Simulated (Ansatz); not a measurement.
From the elastic tensor of CoSi6Ru5 to moduli and sound speeds

Computed with DFT PBE, scalar-relativistic, plane waves, PAW in Ansatz 0.2.0. Plane waves to 420 eV; Γ-centred k mesh 12×12×4; Fermi-Dirac smearing of 0.15 eV. No spin polarisation.

Space group P4/mmm (No. 123), tetragonal, a = 2.928 Å, c = 17.312 Å. Around Co lie 8 Si at 2.44 Å, 2 Ru at 2.77 Å and 4 Co at 2.93 Å; around Si on its first site lie 8 Ru at 2.54 Å and 6 Si at 2.93–2.94 Å; Si on its second site has 8 Ru at 2.54 Å and 6 Si at 2.93–2.94 Å; Si on its third site has 4 Co at 2.44 Å, 4 Ru at 2.54 Å, 1 Si at 2.60 Å and 5 Si at 2.93–2.94 Å; around Ru on a site of symmetry 4mm lie 8 Si at 2.54 Å, 1 Co at 2.77 Å and 5 Ru at 2.93–2.94 Å; Ru on a second site of symmetry 4mm has 8 Si at 2.54 Å and 6 Ru at 2.93–2.94 Å; 1 more site not described.

It was reached by relaxing an invented guess, and it needn't be the stable form of this composition. In a metal, frequencies and elastic constants depend on the k mesh and the smearing, soft modes and shear constants most.

Relaxed-ion constants (GPa, on the Cartesian axes of the calculation):
```
444.8 150.0 137.1   0.0   0.0   0.0
150.0 444.8 137.1   0.0   0.0   0.0
137.0 137.0 460.3   0.0   0.0   0.0
  0.0   0.0   0.0  69.0   0.0   0.0
  0.0   0.0   0.0   0.0  69.0   0.0
  0.0   0.0   0.0   0.0   0.0  67.4
```

Density 8.199 g/cm³; 12 atoms in 148.41 Å³.

With S = C⁻¹: B_V = (C11+C22+C33+2(C12+C13+C23))/9, G_V = (C11+C22+C33−C12−C13−C23+3(C44+C55+C66))/15, 1/B_R = S11+S22+S33+2(S12+S13+S23), 15/G_R = 4(S11+S22+S33−S12−S13−S23)+3(S44+S55+S66); Hill is their mean. Then v_l = √((B+4G/3)/ρ), v_t = √(G/ρ), v_m = [(2/v_t³+1/v_l³)/3]^(−1/3) and Θ = (ħ/k_B)·v_m·(6π²n/V)^(1/3) for n atoms in the volume V; E = 9BG/(3B+G), ν = (3B−2G)/(2(3B+G)) and A^U = 5G_V/G_R + B_V/B_R − 6.

```json
{"Bulk modulus, Voigt / Reuss / Hill": "244.2 / 244.2 / 244.2 GPa", "Shear modulus, Voigt / Reuss / Hill": "102.8 / 88.0 / 95.4 GPa", "Young's modulus": "253 GPa", "Poisson ratio": "0.327", "Pugh ratio B/G": "2.56 (over 1.75, the rule of thumb for ductile)", "Universal anisotropy index": "0.84", "Longitudinal and transverse sound speeds": "6731 and 3411 m/s", "Debye temperature from the mean sound speed": "492 K"}
```
